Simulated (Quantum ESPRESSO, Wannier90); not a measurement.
**MgTe (wurtzite), plane waves to Wannier functions**

Structure: Materials Project mp-1039, symmetrised, not relaxed again. COD (Crystallography Open Database) has an entry of this formula and space group (matched by these alone). Computed values, not measurements, from PBEsol: Quantum ESPRESSO (norm-conserving PseudoDojo potentials, cutoff 68 Ry, no spin polarisation, no spin-orbit coupling) on a Γ-centred 6×6×4 mesh, then Wannier90. Density: 12×12×4 mesh, cold smearing 0.01 Ry. Spin-orbit coupling is left out although heavy elements are present.

On the energy scale of pw.x, whose zero is arbitrary, the valence-band maximum lies at 4.33 eV.

Input w.win:

```
num_bands = 8
num_wann = 8
exclude_bands = 1-18,27-44
num_iter = 800
conv_tol = 1.0e-6
conv_window = 4
write_hr = true
write_u_matrices = true
begin projections
f=0.1079,0.3219,0.4158:s
f=-0.3545,-0.3091,0.3006:s
f=-0.4290,-0.2576,-0.4306:s
f=-0.3054,0.3339,-0.2837:s
f=-0.4950,0.0834,-0.2953:s
f=0.1184,0.4515,0.4900:s
f=-0.0961,-0.3452,0.1157:s
f=0.0841,0.1721,-0.0664:s
end projections
begin unit_cell_cart
ang
    4.5902000829    0.0000000000    0.0000000000
   -2.2951000415    3.9752298803    0.0000000000
    0.0000000000    0.0000000000    7.4378100000
end unit_cell_cart
begin atoms_frac
Mg   0.3333333333 -0.3333333333 -0.0040100000
Mg  -0.3333333333  0.3333333333  0.4959900000
Te   0.3333333333 -0.3333333333  0.3740100000
Te  -0.3333333333  0.3333333333 -0.1259900000
end atoms_frac
mp_grid = 6 6 4
begin kpoints
0.0000000000 0.0000000000 0.0000000000
0.0000000000 0.0000000000 0.2500000000
0.0000000000 0.0000000000 0.5000000000
... (141 more lines: the 6x6x4 mesh through Gamma)
end kpoints
```

Input of pw2wannier90.x that gives the overlap and projection files (equivalent; here they were cut from one run over all bands):

```
&inputpp
  outdir = './out'
  prefix = 'pwscf'
  seedname = 'w'
  write_amn = .true.
  write_mmn = .true.
/
```

Output w.wout (banner and timings cut):

```
                                    ------
                                    SYSTEM
                                    ------

                              Lattice Vectors (Ang)
                    a_1     4.590200   0.000000   0.000000
                    a_2    -2.295100   3.975230   0.000000
                    a_3     0.000000   0.000000   7.437810

                   Unit Cell Volume:     135.71847  (Ang^3)

                        Reciprocal-Space Vectors (Ang^-1)
                    b_1     1.368826   0.790292  -0.000000
                    b_2     0.000000   1.580584   0.000000
                    b_3     0.000000  -0.000000   0.844763

 *----------------------------------------------------------------------------*
 |   Site       Fractional Coordinate          Cartesian Coordinate (Ang)     |
 +----------------------------------------------------------------------------+
 | mg   1   0.33333  -0.33333  -0.00401   |    2.29510  -1.32508  -0.02983    |
 | mg   2  -0.33333   0.33333   0.49599   |   -2.29510   1.32508   3.68908    |
 | te   1   0.33333  -0.33333   0.37401   |    2.29510  -1.32508   2.78182    |
 | te   2  -0.33333   0.33333  -0.12599   |   -2.29510   1.32508  -0.93709    |
 *----------------------------------------------------------------------------*
                                ------------
                                K-POINT GRID
                                ------------

             Grid size =  6 x  6 x  4      Total points =  144

 *---------------------------------- MAIN ------------------------------------*
 |  Number of Wannier Functions               :                 8             |
 |  Number of Objective Wannier Functions     :                 8             |
 |  Number of input Bloch states              :                 8             |
 |  Output verbosity (1=low, 5=high)          :                 1             |
 |  Timing Level (1=low, 5=high)              :                 1             |
 |  Optimisation (0=memory, 3=speed)          :                 3             |
 |  Length Unit                               :               Ang             |
 |  Post-processing setup (write *.nnkp)      :                 F             |
 |  Using Gamma-only branch of algorithms     :                 F             |
 *----------------------------------------------------------------------------*
 *------------------------------- WANNIERISE ---------------------------------*
 |  Total number of iterations                :               800             |
 |  Number of CG steps before reset           :                 5             |
 |  Trial step length for line search         :             2.000             |
 |  Convergence tolerence                     :         0.100E-05             |
 |  Convergence window                        :                 4             |
 |  Iterations between writing output         :                 1             |
 |  Iterations between backing up to disk     :               100             |
 |  Write r^2_nm to file                      :                 F             |
 |  Write xyz WF centres to file              :                 F             |
 |  Write on-site energies <0n|H|0n> to file  :                 F             |
 |  Use guiding centre to control phases      :                 F             |
 |  Use phases for initial projections        :                 F             |
 *----------------------------------------------------------------------------*
 *-------------------------------- PLOTTING ----------------------------------*
 |  Plotting Hamiltonian in WF basis          :                 T             |
 *----------------------------------------------------------------------------*

       ... (k-mesh section left out)

 Starting a new Wannier90 calculation ...

 Reading overlaps from w.mmn

 Reading projections from w.amn

 *------------------------------- WANNIERISE ---------------------------------*
 +--------------------------------------------------------------------+<-- CONV
 | Iter  Delta Spread     RMS Gradient      Spread (Ang^2)            |<-- CONV
 +--------------------------------------------------------------------+<-- CONV

 ------------------------------------------------------------------------------
 Initial State
  WF centre and spread    1  (  0.063840,  2.512558,  2.972644 )     6.53269951
  WF centre and spread    2  ( -1.848251, -1.299185,  2.335053 )     3.59255213
  WF centre and spread    3  ( -2.164034, -1.402187, -4.484165 )     6.79004297
  WF centre and spread    4  ( -2.260023,  1.594942, -1.596473 )     3.83303619
  WF centre and spread    5  ( -2.439937,  0.743977, -1.031646 )     7.09798337
  WF centre and spread    6  ( -0.677545,  2.555552,  3.146544 )     5.90393625
  WF centre and spread    7  (  0.638105, -2.030923,  0.287166 )     7.40790464
  WF centre and spread    8  (  0.018968,  1.235888, -0.629767 )     8.63127591
  Sum of centres and spreads ( -8.668877,  3.910621,  0.999355 )    49.78943096

      0     0.498E+02     0.0000000000       49.7894309447  <-- CONV
        O_D=      3.7234036 O_OD=     31.2502162 O_TOT=     49.7894309 <-- SPRD
 ------------------------------------------------------------------------------
      1    -0.587E+01     3.0601835324       43.9166123400  <-- CONV
        O_D=      3.4423106 O_OD=     25.6584906 O_TOT=     43.9166123 <-- SPRD
      2    -0.302E+01     3.3018826671       40.8997823023  <-- CONV
        O_D=      3.1648976 O_OD=     22.9190736 O_TOT=     40.8997823 <-- SPRD
      3    -0.196E+01     2.5126845576       38.9359556586  <-- CONV
        O_D=      3.1935389 O_OD=     20.9266057 O_TOT=     38.9359557 <-- SPRD
      4    -0.141E+01     2.0991794788       37.5254712183  <-- CONV
        O_D=      3.2713037 O_OD=     19.4383564 O_TOT=     37.5254712 <-- SPRD
      5    -0.663E+00     1.9627559388       36.8624160987  <-- CONV
        O_D=      3.6785082 O_OD=     18.3680968 O_TOT=     36.8624161 <-- SPRD
       ... (lines left out)
    100    -0.290E-01     1.5202081497       22.5633404553  <-- CONV
        O_D=      0.1138635 O_OD=      7.6336658 O_TOT=     22.5633405 <-- SPRD
       ... (lines left out)
    200    -0.149E-02     0.0422453251       16.8365804774  <-- CONV
        O_D=      0.0038084 O_OD=      2.0169609 O_TOT=     16.8365805 <-- SPRD
       ... (lines left out)
    275    -0.923E-06     0.0010389840       16.8240794986  <-- CONV
        O_D=      0.0035512 O_OD=      2.0047172 O_TOT=     16.8240795 <-- SPRD
    276    -0.848E-06     0.0010574101       16.8240786511  <-- CONV
        O_D=      0.0035511 O_OD=      2.0047164 O_TOT=     16.8240787 <-- SPRD
    277    -0.544E-06     0.0009266084       16.8240781069  <-- CONV
        O_D=      0.0035511 O_OD=      2.0047159 O_TOT=     16.8240781 <-- SPRD
             <<<     Delta < 1.000E-06  over  4 iterations     >>>
             <<< Wannierisation convergence criteria satisfied >>>
 Final State
  WF centre and spread    1  ( -0.000715,  3.373554,  3.033886 )     2.09083962
  WF centre and spread    2  ( -2.294769, -1.325666,  2.019099 )     2.13961312
  WF centre and spread    3  ( -1.668587, -1.685959, -4.402761 )     2.09078252
  WF centre and spread    4  ( -2.295045,  1.325171, -1.699814 )     2.13961276
  WF centre and spread    5  ( -2.295079,  0.601832, -0.684526 )     2.09080712
  WF centre and spread    6  ( -0.626144,  2.288252,  3.034483 )     2.09080246
  WF centre and spread    7  (  0.626286, -2.288541, -0.684336 )     2.09074226
  WF centre and spread    8  (  1.668743,  1.686610, -0.684436 )     2.09087827
  Sum of centres and spreads ( -6.885310,  3.975252, -0.068405 )    16.82407813

         Spreads (Ang^2)       Omega I      =    14.815811130
        ================       Omega D      =     0.003551100
                               Omega OD     =     2.004715876
    Final Spread (Ang^2)       Omega Total  =    16.824078107
```
